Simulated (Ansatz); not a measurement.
# Band structure of LuTlSe$_{2}$

```xyz
4
Lattice="2.0395 1.1775 7.7383 -2.0395 1.1775 7.7383 0.0000 -2.3551 7.7383" Properties=species:S:1:pos:R:3 pbc="T T T"
Lu    0.0000    0.0000    0.0000
Tl    0.0000    0.0000   11.6075
Se    0.0000    0.0000   17.0196
Se    0.0000    0.0000    6.1953
```

Atom numbers follow the list: Lu1, Tl2, Se3, Se4.

Structure from Materials Project entry mp-1001611 (possibly hypothetical), not relaxed further.

Spin–orbit coupling is left out, though it moves levels of the heavy atoms by tenths of an eV or more.

Computed with DFT, LDA, all-electron LAPW, scalar-relativistic (Ansatz 0.2.0).

Settings: a Γ-centred 8×8×8 k mesh, Fermi–Dirac smearing of 0.01 eV, basis error target 1 meV/atom, no spin polarisation.

Points in fractions of the reciprocal vectors of this cell: Γ (0, 0, 0), T (0.5, 0.5, 0.5), H2 (0.818, 0.182, 0.5), H0 (0.5, -0.182, 0.182), L (0.5, 0, 0), S0 (0.341, -0.341, 0), S2 (0.659, 0, 0.341), F (0.5, 0, 0.5). The path joins them by straight lines in the order Γ–T–H2–H0–L–Γ–S0–S2–F; legs that retrace an earlier one aren't tabulated. Energies are in eV from the top of the valence band.

**Question.** List the levels at S0 between -5 and 5 eV.

**Answer.** -4.11, -3.82, -3.02, -2.90, -2.33, -2.22, 1.37, 1.79, 2.97, 3.01, 3.54, 3.69.

**Question.** List the levels at S2 between -5 and 5 eV.

**Answer.** -4.11, -3.82, -3.02, -2.90, -2.33, -2.22, 1.37, 1.79, 2.97, 3.01, 3.54, 3.69.

**Question.** List the levels at F between -5 and 5 eV.

**Answer.** -4.04, -3.50, -2.64, -2.44, -2.43, -2.05, 0.86, 1.17, 3.65, 3.66, 3.85, 3.91.

**Question.** What is the band gap?

**Answer.** 0.86 eV, indirect from T (0.5, 0.5, 0.5) to F (0.5, 0, 0.5).

Kohn–Sham gaps of semilocal functionals usually fall short of measured ones.
